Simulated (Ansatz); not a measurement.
LiCl:
```yaml
crystal:
  lattice:
    - [0.00000, 2.55614, 2.55614]
    - [2.55614, 0.00000, 2.55614]
    - [2.55614, 2.55614, 0.00000]
  atoms:
    - { symbol: Li, position: [0.00000, 0.00000, 0.00000] }
    - { symbol: Cl, position: [0.50000, 0.50000, 0.50000] }
```

This is the r²SCAN-relaxed structure.

Q: All from DFT-r²SCAN in the program Ansatz with PAW potentials, unless another level is named. Give the vibrational entropy at 300 K.

A: 29.3 J/(K·mol of atoms).

Q: Next, the Debye temperature from the elastic constants?

A: 434 K.

Space group Fm-3m (rock salt). The r²SCAN relaxation kept the symmetry of its start; phonons on a q-mesh show no instability.

Potentials: the later of the program's two PAW sets.
